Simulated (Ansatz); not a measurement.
The start is a generated cell, Au placed in the bcc structure type. The cell and all atomic positions are relaxed at zero pressure with PBEsol (plane waves to 420 eV, PAW, scalar-relativistic; Ansatz, a quantum-chemistry and plane-wave program). First-step values are on the input's coarse k-mesh.

Ansatz input (later rounds restart from its end on a renewed k-mesh):
Ansatz 0.2 input:
```yaml
crystal:
  lattice:
    - [-1.619149, 1.619149, 1.619149]
    - [1.619149, -1.619149, 1.619149]
    - [1.619149, 1.619149, -1.619149]
  atoms:
    - { symbol: Au, position: [0, 0, 0] }
basis: { ecutwfc: 420, ecutrho_ratio: 4, xc_grid: 2, fft_grid_basis: typed }
kpoints: { mp_grid: { grid: [14, 14, 14] } }
hamiltonian:
  xc: pbesol
  dispersion: none
  pseudopotentials: { kind: paw }
scf: { occupations: { method: fermi_dirac, width: 0.05 } }
relax: { f_tol: 0.01, max_steps: 100, cell: { stress_tol: 0.02 } }
output: { forces: true, stress: true }
```

**Question.** By how much does the energy per atom fall from start to end?

**Answer.** Under 0.01 eV/atom.

**Question.** How does the volume per atom move from start to end?

**Answer.** +0.4 %, from 16.98 to 17.05 Å³/atom.

**Question.** How do the shortest distances between atoms change?

**Answer.** The closest pairs of elements (up to four, under 3.6 Å), start → end: Au–Au 2.80 → 2.81 Å.

**Question.** Is the relaxed structure metallic? Give its gap.

**Answer.** Zero (metallic).

The space group stays Im-3m (No. 229) (the run could not lower it); the end is bcc (W type), with 1 atom in the primitive cell. Final values are on a 20×20×20 k-mesh of the relaxed cell. No spin polarisation in the result.

The run could not lose the symmetry of its start: the end is stationary, and may be a saddle point rather than a minimum.

The relaxed structure here is a generated cell of Au: the first start was made by placing the elements on the sites of a structure type, and the end was not matched to a known phase here, so it may be hypothetical. Known forms of Au include space group No. 225.
